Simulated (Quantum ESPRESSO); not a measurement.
# Si3O4FN: a curve over one atom's position

Computed values, not a measurement. The program is pw.x of Quantum ESPRESSO 7.5 (plane-wave density functional theory). The cell is made up: 9 atoms on a quartz lattice, with randomly drawn elements, strain and displacements, not relaxed. PseudoDojo standard norm-conserving files (v0.5 for PBE, v0.4.1 for LDA and PBEsol) set the functional; there is no spin polarisation, spin-orbit coupling or dispersion term, and the masses in the input are unused placeholders.

Seven runs move atom 4 (O, counted in the order of the input) along y and keep all else fixed.

Input of the run at -0.0027:

```
&control calculation='scf', pseudo_dir='./dojo.nc.sr.pbe.v0_5.standard.upf', outdir='./o', disk_io='low', tprnfor=.true., tstress=.true. /
&system ibrav=0, nat=9, ntyp=4, nbnd=30, ecutwfc=84.00895049, nosym=.true., tot_charge=0,
 occupations='smearing', smearing='fd', degauss=0.0018374661
/
&electrons conv_thr=7.350e-09, electron_maxstep=60, /
ATOMIC_SPECIES
F 1.0 F.upf
N 1.0 N.upf
O 1.0 O.upf
Si 1.0 Si.upf
CELL_PARAMETERS angstrom
4.8698 0.0 0.0
-2.4349 4.2174 0.0
0.0 0.0 5.3451
ATOMIC_POSITIONS angstrom
Si 2.2567 -0.0073 3.5582
Si -1.1401 1.9795 1.7938
Si 1.3299 2.2447 0.0234
O 1.3752 1.1366 4.2007
O 3.1994 0.6096 2.4599
O 2.7641 2.4965 0.6405
F 0.2794 1.7644 1.1507
O -1.0978 3.0613 2.9166
N 0.7874 3.6211 4.7213
K_POINTS automatic
5 5 4 1 1 1
```

| shift of atom 4 along y (Å) | free energy less that of the input shown (eV) | Fx on atom 4 (eV/Å) | Fy on atom 4 (eV/Å) | Fz on atom 4 (eV/Å) | pressure (GPa) | next band up at Gamma (eV) | iterations |
| --- | --- | --- | --- | --- | --- | --- | --- |
| -0.0859 | 0.1762 | -3.512 | 3.787 | 2.587 | 19.32 | 2.892 | 11 |
| -0.0282 | 0.0248 | -2.325 | 1.474 | 1.119 | 18.70 | 2.860 | 11 |
| -0.0027 | 0.0000 | -1.880 | 0.471 | 0.464 | 18.56 | 2.840 | 11 |
| +0.0241 | 0.0014 | -1.458 | -0.574 | -0.237 | 18.51 | 2.816 | 11 |
| +0.0586 | 0.0443 | -0.976 | -1.910 | -1.172 | 18.57 | 2.780 | 11 |
| +0.1227 | 0.2458 | -0.238 | -4.377 | -3.057 | 19.07 | 2.698 | 11 |

Question: one run is left out of the table, at -0.0728. Estimate its Fy on atom 4 (eV/Å).

Answer: 3.256. The whole row:

```
shift of atom 4 along y (Å)  free energy less that of the input shown (eV)  Fx on atom 4 (eV/Å)  Fy on atom 4 (eV/Å)  Fz on atom 4 (eV/Å)  pressure (GPa)  next band up at Gamma (eV)  iterations
                    -0.0728                                         0.1301               -3.219                3.256                2.253           19.14                       2.886          11
```

A cubic fit gives dFy/dy = -39.13 eV/Å² at zero shift. Across the table the free energy follows the integral of the force to within 0.1 meV. A rerun of one of the cells at 1437 eV and a 7 x 7 x 6 mesh moved values by no more than 0.003 eV in energy, 0.02 GPa in stress and 0.002 eV/Å in force. The band column is the level of band 25 at Gamma less that of band 24, whose number is half the electron count, rounded up; it comes from a band step after each run.